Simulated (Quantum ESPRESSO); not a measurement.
pw.x input (Quantum ESPRESSO 7.5; LDA, PseudoDojo standard norm-conserving files, scalar-relativistic):

```
&CONTROL
  calculation = 'scf'
  pseudo_dir = './pseudo'
  outdir = './out'
  tprnfor = .true.
  tstress = .true.
/
&SYSTEM
  ibrav = 0
  nat = 9
  ntyp = 3
  ecutwfc = 84.0
  ecutrho = 336.0
  occupations = 'smearing'
  smearing = 'fd'
  degauss = 0.002
  nbnd = 25
/
&ELECTRONS
  conv_thr = 9e-10
/
ATOMIC_SPECIES
H 1.0080 H.upf
Mg 24.3050 Mg.upf
Os 190.2300 Os.upf
CELL_PARAMETERS angstrom
  0.000000000000   3.317635000000   3.317635000000
  3.317635000000   0.000000000000   3.317635000000
  3.317635000000   3.317635000000   0.000000000000
ATOMIC_POSITIONS crystal
H   0.746160000000   0.746160000000   0.253840000000
H   0.253840000000   0.253840000000   0.746160000000
H   0.253840000000   0.746160000000   0.746160000000
H   0.746160000000   0.253840000000   0.253840000000
H   0.746160000000   0.253840000000   0.746160000000
H   0.253840000000   0.746160000000   0.253840000000
Mg   0.750000000000   0.750000000000   0.750000000000
Mg   0.250000000000   0.250000000000   0.250000000000
Os   0.000000000000   0.000000000000   0.000000000000
K_POINTS automatic
8 8 8 0 0 0
```

End of the output:

```
     total energy              =    -446.81623718 Ry
     estimated scf accuracy    <       0.00000027 Ry
     total energy              =    -446.81623736 Ry
     estimated scf accuracy    <       0.00000030 Ry
     total energy              =    -446.81623742 Ry
     estimated scf accuracy    <          3.5E-09 Ry
[...]
     the Fermi energy is     7.9777 ev
!    total energy              =    -446.81623742 Ry
     estimated scf accuracy    <          4.0E-10 Ry
     smearing contrib. (-TS)   =      -0.00000000 Ry
     internal energy E=F+TS    =    -446.81623742 Ry
     The total energy is F=E-TS. E is the sum of the following terms:
     one-electron contribution =    -260.15510161 Ry
     hartree contribution      =     131.77324390 Ry
     xc contribution           =     -76.22056391 Ry
     ewald contribution        =    -242.21381580 Ry
     convergence has been achieved in   9 iterations
     Forces acting on atoms (cartesian axes, Ry/au):
     atom    1 type  1   force =     0.00000000    0.00000000   -0.00243735
     atom    2 type  1   force =     0.00000000    0.00000000    0.00243735
     atom    3 type  1   force =    -0.00243735    0.00000000    0.00000000
     atom    4 type  1   force =     0.00243735    0.00000000    0.00000000
     atom    5 type  1   force =     0.00000000   -0.00243735    0.00000000
     atom    6 type  1   force =     0.00000000    0.00243735    0.00000000
     atom    7 type  2   force =     0.00000000    0.00000000    0.00000000
     atom    8 type  2   force =     0.00000000    0.00000000    0.00000000
     atom    9 type  3   force =     0.00000000    0.00000000    0.00000000
     Total force =     0.005970     Total SCF correction =     0.000009
     Computing stress (Cartesian axis) and pressure
          total   stress  (Ry/bohr**3)                   (kbar)     P=      -23.99
  -0.00016310  -0.00000000  -0.00000000          -23.99       -0.00       -0.00
  -0.00000000  -0.00016310  -0.00000000           -0.00      -23.99       -0.00
  -0.00000000  -0.00000000  -0.00016310           -0.00       -0.00      -23.99
```
In a gapped system the printed Fermi energy is only some level inside the gap.

Spin-orbit coupling is not included.

Geometry of the Materials Project entry, not relaxed at this level.
